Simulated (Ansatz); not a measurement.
Profile along the P–Ga line in GaP (zinc blende)

GaP (zinc blende)

```cif
data_GaP
_chemical_formula_sum 'P1 Ga1'
_space_group_name_H-M_alt 'P 1'
_space_group_IT_number 1
_cell_length_a 3.84555
_cell_length_b 3.84555
_cell_length_c 3.84555
_cell_angle_alpha 60.000
_cell_angle_beta 60.000
_cell_angle_gamma 60.000
loop_
_space_group_symop_operation_xyz
  'x, y, z'
loop_
_atom_site_label
_atom_site_type_symbol
_atom_site_fract_x
_atom_site_fract_y
_atom_site_fract_z
_atom_site_occupancy
P1 P 0.25000 0.25000 0.25000 1
Ga1 Ga 0.00000 0.00000 0.00000 1
```

Fields along a shortest P–Ga line of a {110} plane (2.35 Å), from P to Ga, interpolated on the slice's grid (step about 0.3 Å). Computed with PBEsol (plane waves to 420 eV, PAW, scalar-relativistic; Ansatz, a quantum-chemistry and plane-wave program). k mesh 11×11×11. These are valence fields of a PAW run, semicore shells included where kept as valence: close to a nucleus they are smooth pseudo fields. GaP was relaxed with its symmetry unable to fall.

```json
[
 {"distance from P (Å)": "0.00", "valence electron density (e/Å³)": "0.03", "electron localisation function": "x", "density of the highest valence band (e/Å³)": "0.000", "density of the lowest conduction band (e/Å³)": "0.000"},
 {"distance from P (Å)": "0.12", "valence electron density (e/Å³)": "0.05", "electron localisation function": "x", "density of the highest valence band (e/Å³)": "0.015", "density of the lowest conduction band (e/Å³)": "0.006"},
 {"distance from P (Å)": "0.24", "valence electron density (e/Å³)": "0.14", "electron localisation function": "x", "density of the highest valence band (e/Å³)": "0.056", "density of the lowest conduction band (e/Å³)": "0.023"},
 {"distance from P (Å)": "0.35", "valence electron density (e/Å³)": "0.36", "electron localisation function": "x", "density of the highest valence band (e/Å³)": "0.111", "density of the lowest conduction band (e/Å³)": "0.046"},
 {"distance from P (Å)": "0.47", "valence electron density (e/Å³)": "0.59", "electron localisation function": "x", "density of the highest valence band (e/Å³)": "0.164", "density of the lowest conduction band (e/Å³)": "0.067"},
 {"distance from P (Å)": "0.59", "valence electron density (e/Å³)": "0.76", "electron localisation function": "0.73", "density of the highest valence band (e/Å³)": "0.202", "density of the lowest conduction band (e/Å³)": "0.075"},
 {"distance from P (Å)": "0.71", "valence electron density (e/Å³)": "0.80", "electron localisation function": "0.90", "density of the highest valence band (e/Å³)": "0.209", "density of the lowest conduction band (e/Å³)": "0.068"},
 {"distance from P (Å)": "0.82", "valence electron density (e/Å³)": "0.78", "electron localisation function": "0.90", "density of the highest valence band (e/Å³)": "0.206", "density of the lowest conduction band (e/Å³)": "0.051"},
 {"distance from P (Å)": "0.94", "valence electron density (e/Å³)": "0.69", "electron localisation function": "0.90", "density of the highest valence band (e/Å³)": "0.186", "density of the lowest conduction band (e/Å³)": "0.035"},
 {"distance from P (Å)": "1.06", "valence electron density (e/Å³)": "0.61", "electron localisation function": "0.87", "density of the highest valence band (e/Å³)": "0.161", "density of the lowest conduction band (e/Å³)": "0.026"},
 {"distance from P (Å)": "1.18", "valence electron density (e/Å³)": "0.55", "electron localisation function": "0.74", "density of the highest valence band (e/Å³)": "0.137", "density of the lowest conduction band (e/Å³)": "0.026"},
 {"distance from P (Å)": "1.29", "valence electron density (e/Å³)": "0.53", "electron localisation function": "0.56", "density of the highest valence band (e/Å³)": "0.115", "density of the lowest conduction band (e/Å³)": "0.033"},
 {"distance from P (Å)": "1.41", "valence electron density (e/Å³)": "0.57", "electron localisation function": "0.39", "density of the highest valence band (e/Å³)": "0.092", "density of the lowest conduction band (e/Å³)": "0.048"},
 {"distance from P (Å)": "1.53", "valence electron density (e/Å³)": "0.71", "electron localisation function": "0.29", "density of the highest valence band (e/Å³)": "0.067", "density of the lowest conduction band (e/Å³)": "0.066"},
 {"distance from P (Å)": "1.65", "valence electron density (e/Å³)": "1.08", "electron localisation function": "0.22", "density of the highest valence band (e/Å³)": "0.043", "density of the lowest conduction band (e/Å³)": "0.087"},
 {"distance from P (Å)": "1.76", "valence electron density (e/Å³)": "2.16", "electron localisation function": "0.15", "density of the highest valence band (e/Å³)": "0.023", "density of the lowest conduction band (e/Å³)": "0.107"},
 {"distance from P (Å)": "1.88", "valence electron density (e/Å³)": "5.38", "electron localisation function": "x", "density of the highest valence band (e/Å³)": "0.010", "density of the lowest conduction band (e/Å³)": "0.124"},
 {"distance from P (Å)": "2.00", "valence electron density (e/Å³)": "13.68", "electron localisation function": "x", "density of the highest valence band (e/Å³)": "0.004", "density of the lowest conduction band (e/Å³)": "0.139"},
 {"distance from P (Å)": "2.12", "valence electron density (e/Å³)": "28.64", "electron localisation function": "x", "density of the highest valence band (e/Å³)": "0.003", "density of the lowest conduction band (e/Å³)": "0.151"},
 {"distance from P (Å)": "2.23", "valence electron density (e/Å³)": "45.11", "electron localisation function": "x", "density of the highest valence band (e/Å³)": "0.003", "density of the lowest conduction band (e/Å³)": "0.160"},
 {"distance from P (Å)": "2.35", "valence electron density (e/Å³)": "52.52", "electron localisation function": "x", "density of the highest valence band (e/Å³)": "0.003", "density of the lowest conduction band (e/Å³)": "0.163"}
]
```

x: too close to a nucleus for the ELF to mean much. Band densities are of whole bands, smooth part only.

Density on the P–Ga line (2.35 Å) at its density minimum, 1.3 Å from P: 0.53 e/Å³. ELF at that point: 0.6. ELF maximum in the middle third of the P–Ga line: 0.90, 0.9 Å from P.
